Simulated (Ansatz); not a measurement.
## Cu: computed DOS

```
Cu
1.0
     0.00000    1.80750    1.80750
     1.80750    0.00000    1.80750
     1.80750    1.80750    0.00000
Cu
1
Direct
  0.00000 0.00000 0.00000
```

The geometry is COD entry 5000216, unchecked; take it as a test cell.

The calculation used DFT, PBEsol, all-electron LAPW, scalar-relativistic in Ansatz 0.2.0.

Sampling and basis: a Γ-centred 19×19×19 k mesh, Fermi–Dirac smearing of 0.08 eV, basis error target 0.25 meV/atom, no spin polarisation.

Task: Where is the centre of the filled Cu 3d states between -14 eV and the top of the filled states?

Result: -2.88 eV from the Fermi level.

Task: Tabulate the density of states.

Result: States per eV and cell, averaged over 0.6 eV, from -9.4 to 6.6 eV, with energies (bin centres) from the Fermi level; empty bins are left out. The partial columns, the largest 2 alone, are projections on Löwdin-orthogonalised atomic shells (those that the program's projection atoms carry: the occupied ones and, for some elements, an empty d or f shell; other empty shells have no column), summed over atoms of an element. Weights on diffuse s and p shells depend on that basis and aren't pure angular character.
```
E (eV)  total  Cu 3d  Cu 4s
  -9.2   0.03   0.00   0.03
  -8.6   0.07   0.00   0.07
  -8.0   0.10   0.00   0.09
  -7.4   0.13   0.01   0.12
  -6.8   0.16   0.02   0.14
  -6.2   0.21   0.04   0.17
  -5.6   0.32   0.12   0.20
  -5.0   0.85   0.60   0.24
  -4.4   1.72   1.57   0.14
  -3.8   2.09   2.03   0.03
  -3.2   3.46   3.31   0.09
  -2.6   3.18   3.08   0.06
  -2.0   3.51   3.45   0.04
  -1.4   1.86   1.77   0.08
  -0.8   0.36   0.20   0.12
  -0.2   0.32   0.13   0.13
   0.4   0.29   0.08   0.13
   1.0   0.28   0.06   0.12
   1.6   0.26   0.04   0.10
   2.2   0.23   0.03   0.08
   2.8   0.19   0.02   0.05
   3.4   0.16   0.01   0.04
   4.0   0.25   0.02   0.11
   4.6   0.27   0.02   0.13
   5.2   0.28   0.01   0.11
   5.8   0.28   0.01   0.07
   6.4   0.24   0.01   0.04
```
